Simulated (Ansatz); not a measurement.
The following input was run with Ansatz 0.2.0.

```yaml
crystal:
  lattice:
    - [-2.0587513217, 2.0587513217, 3.9716701883]
    - [2.0587513217, -2.0587513217, 3.9716701883]
    - [2.0587513217, 2.0587513217, -3.9716701883]
  atoms:
    - { symbol: Sn, position: [0.0, 0.0, 0.0] }
    - { symbol: F, position: [0.239921569, 0.239921569, 0.0] }
    - { symbol: F, position: [0.760078431, 0.760078431, 0.0] }
    - { symbol: F, position: [0.5, 0.0, 0.5] }
    - { symbol: F, position: [0.0, 0.5, 0.5] }
basis:
  ecutwfc: 500
kpoints:
  mp_grid: { grid: [8, 8, 8] }
hamiltonian:
  xc: r2scan
scf:
  occupations: { method: gaussian, width: 0.02 }
output:
  forces: true
  stress: true
  eigenvalues: true
relax:
  adjacent_minimum: "off"
  f_tol: 0.01
  max_steps: 30
  cell: { stress_tol: 0.1, fix: [volume] }
```

Launched with
```bash
ansatz run input.yaml --threads 1 --pin off --max-ram 2560MiB --backend cpu --events-out ev --progress --plain --runs-dir out
```

All numbers below come from DFT r2SCAN, scalar-relativistic, plane waves, PAW in Ansatz.

From the run's log, abridged (iterations and final results):

```
SCF iter   1: F=—  HF=-9279.116524 eV  |F-HF|=—  |Δ(HF+E_count)|=         —  Δρ=1.20e-2  dr2=8.60e-2  dr2_τ=1.49e-1  ethr=1.77e-3  ⟨swp⟩=6.3  Hψ=7477  notcnv=0
SCF iter   2: F=—  HF=-9279.155941 eV  |F-HF|=—  |Δ(HF+E_count)|=   3.94e-2  Δρ=7.80e-3  dr2=1.53e-2  dr2_τ=3.26e-3  ethr=2.05e-4  ⟨swp⟩=3.0  Hψ=3707  notcnv=0  defer=59
SCF iter   3: F=—  HF=-9279.153022 eV  |F-HF|=—  |Δ(HF+E_count)|=   2.92e-3  Δρ=2.67e-3  dr2=2.46e-3  dr2_τ=3.23e-4  ethr=3.64e-5  ⟨swp⟩=2.8  Hψ=2873  notcnv=0  defer=59
SCF iter   4: F=—  HF=-9279.152813 eV  |F-HF|=—  |Δ(HF+E_count)|=   2.09e-4  Δρ=1.26e-3  dr2=6.81e-4  dr2_τ=6.15e-5  ethr=5.85e-6  ⟨swp⟩=2.0  Hψ=2214  notcnv=0  defer=59
SCF iter   5: F=—  HF=-9279.152652 eV  |F-HF|=—  |Δ(HF+E_count)|=   1.61e-4  Δρ=1.82e-4  dr2=1.09e-5  dr2_τ=1.49e-6  ethr=1.62e-6  ⟨swp⟩=2.0  Hψ=2298  notcnv=0  defer=59
SCF iter   6: F=—  HF=-9279.152652 eV  |F-HF|=—  |Δ(HF+E_count)|=   2.30e-7  Δρ=4.27e-5  dr2=5.53e-7  dr2_τ=1.11e-7  ethr=2.59e-8  ⟨swp⟩=2.2  Hψ=2311  notcnv=0  defer=59
SCF iter   7: F=-9279.152652 eV  HF=-9279.152653 eV  |F-HF|=1.43e-9  |Δ(HF+E_count)|=   2.00e-7  Δρ=7.49e-6  dr2=2.88e-8  dr2_τ=2.94e-9  ethr=2.38e-10  ⟨swp⟩=9.7  Hψ=7006  notcnv=0
SCF 1 converged in 7 iterations: F = -9279.152652 eV  dr2 = 2.88e-8
relax step   1: F+E_penalty+E_count = -9279.15265250 eV  Δ(F+E_penalty+E_count) = +0.000e0 eV  max|allowed force component| = 5.032e-1 eV/Å  Δτ_max = 0.0000 Å  P = -3.721 GPa  Ω = 67.335 Å³  fix = [volume]  reactions: volume -3.721 GPa (7 SCF iters, dr2 threshold 1.00e-7 eV, accepted)
Initial density: handed on by an earlier stage of this run
Initial wavefunctions: those handed on with the density
SCF iter   1: F=—  HF=-9279.095174 eV  |F-HF|=—  |Δ(HF+E_count)|=         —  Δρ=7.93e-3  dr2=6.16e-3  dr2_τ=1.82e-1  ethr=1.45e-5  ⟨swp⟩=1.9  Hψ=8859  notcnv=0
SCF iter   2: F=—  HF=-9279.168772 eV  |F-HF|=—  |Δ(HF+E_count)|=   7.36e-2  Δρ=3.93e-3  dr2=1.09e-3  dr2_τ=4.89e-4  ethr=1.45e-5  ⟨swp⟩=3.1  Hψ=3207  notcnv=0
SCF iter   3: F=—  HF=-9279.169772 eV  |F-HF|=—  |Δ(HF+E_count)|=   1.00e-3  Δρ=1.11e-3  dr2=1.25e-4  dr2_τ=5.33e-5  ethr=2.60e-6  ⟨swp⟩=2.0  Hψ=2867  notcnv=0
SCF iter   4: F=—  HF=-9279.169871 eV  |F-HF|=—  |Δ(HF+E_count)|=   9.87e-5  Δρ=3.11e-4  dr2=4.03e-5  dr2_τ=4.05e-6  ethr=2.98e-7  ⟨swp⟩=2.1  Hψ=2655  notcnv=0
SCF iter   5: F=—  HF=-9279.169863 eV  |F-HF|=—  |Δ(HF+E_count)|=   7.68e-6  Δρ=1.07e-4  dr2=2.15e-6  dr2_τ=4.28e-7  ethr=9.60e-8  ⟨swp⟩=2.0  Hψ=2579  notcnv=0
SCF iter   6: F=—  HF=-9279.169863 eV  |F-HF|=—  |Δ(HF+E_count)|=   2.45e-7  Δρ=3.84e-5  dr2=5.24e-7  dr2_τ=6.66e-8  ethr=1.19e-9  ⟨swp⟩=7.0  Hψ=7158  notcnv=0
SCF iter   7: F=-9279.169863 eV  HF=-9279.169863 eV  |F-HF|=5.17e-9  |Δ(HF+E_count)|=   9.94e-8  Δρ=8.01e-6  dr2=1.11e-8  dr2_τ=3.72e-9  ethr=1.19e-9  ⟨swp⟩=5.2  Hψ=6002  notcnv=0
SCF 2 converged in 7 iterations: F = -9279.169863 eV  dr2 = 1.11e-8
relax step   2: F+E_penalty+E_count = -9279.16986299 eV  Δ(F+E_penalty+E_count) = -1.721e-2 eV  max|allowed force component| = 7.922e-2 eV/Å  Δτ_max = 0.0374 Å  P = -1.354 GPa  Ω = 67.335 Å³  energy of the carried Pulay correction = +2.013e-17 eV  fix = [volume]  reactions: volume -1.354 GPa (7 SCF iters, dr2 threshold 5.00e-7 eV, accepted)
SCF iter   1: F=—  HF=-9279.167388 eV  |F-HF|=—  |Δ(HF+E_count)|=         —  Δρ=1.59e-3  dr2=2.25e-4  dr2_τ=7.72e-3  ethr=5.88e-7  ⟨swp⟩=2.0  Hψ=8050  notcnv=0
SCF iter   2: F=—  HF=-9279.170273 eV  |F-HF|=—  |Δ(HF+E_count)|=   2.89e-3  Δρ=8.01e-4  dr2=4.71e-5  dr2_τ=2.09e-5  ethr=5.36e-7  ⟨swp⟩=2.0  Hψ=3063  notcnv=0
SCF iter   3: F=—  HF=-9279.170317 eV  |F-HF|=—  |Δ(HF+E_count)|=   4.41e-5  Δρ=1.35e-4  dr2=2.72e-6  dr2_τ=1.07e-6  ethr=1.12e-7  ⟨swp⟩=2.0  Hψ=2596  notcnv=0
SCF iter   4: F=-9279.170319 eV  HF=-9279.170319 eV  |F-HF|=4.93e-9  |Δ(HF+E_count)|=   1.44e-6  Δρ=4.32e-5  dr2=3.92e-7  dr2_τ=7.85e-8  ethr=9.34e-10  ⟨swp⟩=6.8  Hψ=6934  notcnv=0
SCF 3 converged in 4 iterations: F = -9279.170319 eV  dr2 = 3.92e-7
relax step   3: F+E_penalty+E_count = -9279.17031863 eV  Δ(F+E_penalty+E_count) = -4.556e-4 eV  max|allowed force component| = 7.809e-3 eV/Å  Δτ_max = 0.0076 Å  P = -0.852 GPa  Ω = 67.335 Å³  energy of the carried Pulay correction = -1.007e-17 eV  fix = [volume]  reactions: volume -0.852 GPa (4 SCF iters, dr2 threshold 3.92e-7 eV, accepted)
Basis set: ecut = 500 eV, 1703 PW (Γ), exchange–correlation on 160×160×160 points (64 copies of the dense FFT grid, shifted against one another)
Initial wavefunctions: pseudopotential atomic-orbital guess (no wavefunctions were taken with the density)
SCF iter   1: F=—  HF=-9279.170387 eV  |F-HF|=—  |Δ(HF+E_count)|=         —  Δρ=9.68e-5  dr2=6.60e-7  dr2_τ=1.53e-6  ethr=5.73e-8  ⟨swp⟩=3.2  Hψ=11974  notcnv=0
SCF iter   2: F=—  HF=-9279.170409 eV  |F-HF|=—  |Δ(HF+E_count)|=   2.20e-5  Δρ=4.76e-5  dr2=1.36e-7  dr2_τ=6.90e-7  ethr=1.57e-9  ⟨swp⟩=2.0  Hψ=2320  notcnv=0
SCF iter   3: F=—  HF=-9279.170410 eV  |F-HF|=—  |Δ(HF+E_count)|=   1.23e-6  Δρ=1.72e-5  dr2=9.03e-8  dr2_τ=5.42e-8  ethr=3.25e-10  ⟨swp⟩=2.1  Hψ=2666  notcnv=0
SCF iter   4: F=—  HF=-9279.170410 eV  |F-HF|=—  |Δ(HF+E_count)|=   3.90e-8  Δρ=3.12e-6  dr2=7.10e-10  dr2_τ=3.35e-9  ethr=2.15e-10  ⟨swp⟩=2.0  Hψ=2145  notcnv=0
SCF iter   5: F=-9279.170410 eV  HF=-9279.170410 eV  |F-HF|=7.64e-11  |Δ(HF+E_count)|=   5.00e-9  Δρ=4.45e-7  dr2=3.30e-11  dr2_τ=3.25e-11  ethr=1.00e-12  ⟨swp⟩=5.0  Hψ=5986  notcnv=0
SCF 4 converged in 5 iterations: F = -9279.170410 eV  dr2 = 3.30e-11
SCF converged after 5 iterations
Free energy (F): -9279.170410 eV
Harris-Foulkes:  -9279.170410 eV  (|F-HF|=7.64e-11)
Internal energy: -9279.170410 eV  (E = F + TS)
E sigma→0 (E₀):  -9279.170410 eV
Fermi energy:    3.755131 eV
--- Per-component energies (eV) ---
  E_band       = -352.455824
  E_kinetic    = 1018.725682
  E_local      = -3522.283562  (includes V_loc(G=0)·N_el)
  E_nonlocal   = 262.363212
  E_hartree    = 1537.001080
  E_xc         = -685.292954
  E_vxc        = -561.186667  (∫ρ·V_xc dr)
  E_paw        = -4986.516850  (= ΣΔE_a)
  E_vpaw       = -664.405692  (= ΣTr[D̂ρ^β])
  E_aug_tail   = 0.004282  (compensation charges beyond the density's cutoff)
  E_vtau       = 40.324596  (kinetic-family band-sum trace: ∫τ·v_τ [+ j·A + Jᵃ·Aᵃ] dr)
  E_ewald      = -2903.781054
  E_core_change = 0.609754  (= ΣΔE_core)
  E_smearing   =  0.000000  (= −TS)
--- Forces (eV/Å), atoms counted from 1 ---
  atom   1  Sn     0.00000000     0.00000000     0.00000000
  atom   2  F      0.00000000     0.00000000     0.00725060
  atom   3  F      0.00000000     0.00000000    -0.00725060
  atom   4  F      0.00000000     0.00000000     0.00000000
  atom   5  F      0.00000000     0.00000000     0.00000000
--- Stress (GPa, compression-positive) ---
       -0.866297       0.000000       0.000000
        0.000000      -0.866297       0.000000
        0.000000       0.000000      -0.813206
  P = ⅓ Tr σ = -0.8486 GPa (-8.486 kbar)
--- Band table (eV; the first three rows and the last of 59) ---
  k-point 0: bands = ["-21.5504", "-21.4951", "-20.7539", "-19.3223", "-17.9001", "-17.7436", "-17.7436", "-16.7631", "-16.1914", "-3.4914", "-3.4914", "-2.0196", "-1.2184", "-0.4094", "-0.4094", "-0.3543", "0.4473", "0.5231", "0.5231", "1.4275", "1.4275", "5.8463", "14.1310", "15.3869", "15.3869", "16.7341"]
  k-point 1: bands = ["-21.4766", "-21.4194", "-20.7402", "-19.3424", "-17.9049", "-17.7462", "-17.7453", "-16.9634", "-16.2538", "-4.0316", "-3.1369", "-1.9060", "-0.7492", "-0.5390", "-0.5144", "-0.3313", "0.3858", "0.6512", "0.6791", "1.1794", "1.4314", "6.3258", "14.2345", "14.7678", "15.3877", "16.2781"]
  k-point 2: bands = ["-21.2751", "-21.2245", "-20.7082", "-19.3904", "-17.9167", "-17.7524", "-17.7496", "-17.4524", "-16.4169", "-4.8962", "-2.2452", "-1.5900", "-0.9284", "-0.7985", "-0.1318", "0.0239", "0.2020", "0.6765", "0.8585", "1.0671", "1.4319", "7.5443", "13.3669", "13.9442", "15.2446", "15.9144"]
  k-point 58: bands = ["-21.5540", "-21.5142", "-20.4976", "-19.6136", "-17.8998", "-17.7402", "-17.7402", "-16.7637", "-16.1657", "-3.6007", "-3.6007", "-1.6779", "-1.0997", "-0.4589", "-0.4589", "-0.3951", "-0.2465", "0.6622", "0.6622", "1.5060", "1.5060", "7.0071", "12.9550", "14.9673", "15.8705", "15.8705"]
--- Relaxed structure (3 steps of the walk, 3 accepted, 1 SCFs on fresh bases) ---
  F+E_penalty+E_count = -9279.17041049 eV   max|allowed force component| = 7.251e-3 eV/Å   (the final SCF, on the basis selected at the relaxed cell)
  cell:  # Å, volume = 67.3350 Å³
    - [-2.04495603, 2.04495603, 4.02543674]
    - [2.04495603, -2.04495603, 4.02543674]
    - [2.04495603, 2.04495603, -4.02543674]
  atoms:
    - { symbol: Sn, position: [0.0, 0.0, 0.0] }
    - { symbol: F, position: [0.23425119, 0.23425119, 0.0] }
    - { symbol: F, position: [0.76574880, 0.76574880, 0.0] }
    - { symbol: F, position: [0.5, 0.0, 0.5] }
    - { symbol: F, position: [0.0, 0.5, 0.5] }
```

The relaxation met its thresholds.

Time: 68 s on 1 thread of Arm Neoverse V1, with other jobs on the host, peak memory 0.69 GiB.

The cell holds layers, and r2SCAN describes their binding at middle range but leaves out its long-range dispersion part.